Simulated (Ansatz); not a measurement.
SnGe3:
```xyz
4
Lattice="4.2322 0.0000 0.0000 0.0000 4.2322 0.0000 0.0000 0.0000 6.0141" Properties=species:S:1:pos:R:3 pbc="T T T"
Ge     2.1161     0.0000     4.6148
Ge     0.0000     0.0000     0.0000
Ge     0.0000     2.1161     1.3994
Sn     2.1161     2.1161     3.0071
```

Relaxed with PBE. Special points in fractions of this cell's reciprocal vectors: Γ (0.000, 0.000, 0.000); X (0.000, 0.500, 0.000); M (0.500, 0.500, 0.000); Z (0.000, 0.000, 0.500); R (0.000, 0.500, 0.500); A (0.500, 0.500, 0.500).

### Question
List the band energies nearest the Fermi level at these points for PBE (plane waves, PAW; program Ansatz).

### Answer
In eV from the Fermi level; about four levels below and three above (degenerate sets whole), none deeper than 8.9 eV; points with the same levels are listed once.

```tsv
k	below	above
Γ	-7.94 -2.62 -2.62 -0.82	0.09 0.20 0.20
X	-3.33 -3.16 -1.54 -0.83	1.31 2.34 4.34
M	-2.73 -2.58 -2.58 -2.41	0.84 0.84 0.93
Z	-2.00 -2.00 -1.28 -1.28	1.01 1.17 2.29
R	-1.14 -1.11 -0.72 -0.31	0.37 3.43 3.69
A	-3.27 -3.27 -3.25 -3.24	3.75 3.84 3.84
```

Space group P-4m2. The start of the workflow was typed in or built on a structure type; neither database checked (COD, Materials Project) lists it. Its standing as an ambient phase is unchecked. The PBE relaxation kept the symmetry of its start; its stability against distortions is not shown here. Scalar-relativistic: spin–orbit coupling is off unless named, which matters more the heavier the elements.

Potentials: the later of the program's two PAW sets.
